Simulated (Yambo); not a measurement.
```
CELL_PARAMETERS angstrom
     -2.13423     3.17751     3.71774
      2.13423    -3.17751     3.71774
      2.13423     3.17751    -3.71774
ATOMIC_POSITIONS crystal
  O  0.61665 0.00000 0.61665
  O  0.38335 0.00000 0.38335
  Cs 0.25474 0.25474 0.00000
  Cs 0.74526 0.74526 0.00000
```

CsO (space group Immm, No. 71): mean Im ε in 1 eV windows above the direct gap of 3.25 eV, for different electron-hole kernels (Yambo, broadening 0.15 eV, norm-conserving PBEsol (Quantum ESPRESSO, 84 Ry, scalar-relativistic) bands; 4×4×4 mesh, 5 valence and 12 conduction bands, static screening with 54 bands and a 4 Ry block, scissor 1.38 eV, Tamm-Dancoff; field along x).

```json
[
 {"window (eV)": "3.2 to 4.2", "independent quasiparticles": "0.3", "BSE": "1.1"},
 {"window (eV)": "4.2 to 5.2", "independent quasiparticles": "1.2", "BSE": "1.5"},
 {"window (eV)": "5.2 to 6.2", "independent quasiparticles": "0.9", "BSE": "1.9"},
 {"window (eV)": "6.2 to 7.2", "independent quasiparticles": "1.4", "BSE": "3.2"},
 {"window (eV)": "7.2 to 8.2", "independent quasiparticles": "3.2", "BSE": "1.3"},
 {"window (eV)": "8.2 to 9.2", "independent quasiparticles": "1.6", "BSE": "1.1"}
]
```

This run doesn't resolve bound excitons or single peaks, so only averages are given, and they too depend on the mesh; weight that the attraction moves below the gap isn't listed. All transitions below 10.48 eV are in the band window. The scissor comes from a G0W0 run whose convergence isn't established.

Geometry relaxed with PBEsol.

The structure is a Materials Project entry; no match was found in the copy of COD used, and its stability was not checked.
